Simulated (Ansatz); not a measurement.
One crystal and one scan (energy over volume and axial ratio) at two levels, PBE (plane waves to 420 eV, PAW, scalar-relativistic; Ansatz, a quantum-chemistry and plane-wave program) and PBEsol (plane waves to 420 eV, PAW, scalar-relativistic; Ansatz), each from its own relaxed cell and on its own mesh. The cell shown is that of PBE.

HgSe (zinc blende)

```
HgSe
1.0
    0.00000     3.12999     3.12999
    3.12999     0.00000     3.12999
    3.12999     3.12999     0.00000
Se Hg
1 1
Cartesian
  4.69499   4.69499   4.69499
  0.00000   0.00000   0.00000
```

The relaxed cell is deformed in two ways at once: its volume V is scaled, and at that volume it is stretched along z (the c axis of the conventional cell) so that c/a changes. Fractional atomic positions are held.

Energies are smeared free energies. HgSe was relaxed with its symmetry unable to fall. Spin-orbit coupling is left out, though Hg is heavy. With partly filled bands, the response to shear is sensitive to the k mesh, so small differences along c/a are uncertain. Percentages come from the unrounded values. Both scans cover V/V₀ from 0.960 to 1.040 and (c/a)/(c/a)₀ from 0.880 to 1.120.

| quantity | PBE | PBEsol | PBE − PBEsol |
|---|---|---|---|
| Lattice constant a (Å) | 6.260 | 6.133 | +0.127 (+2.1 %) |
| Shear modulus C′ = (C11 − C12)/2 (fit, atoms clamped) (GPa) | 7.4 | 7.5 | -0.1 (-1 %) |

PBE gives the higher value for: lattice constant a. They agree on: shear modulus C′ (within 1.5 %). (PBE) At this level the bands of HgSe touch or barely overlap. (PBEsol) At this level the bands of HgSe touch or barely overlap.

(Under strain, the slope of the energy per volume gives the stress and its curvature an elastic modulus.)
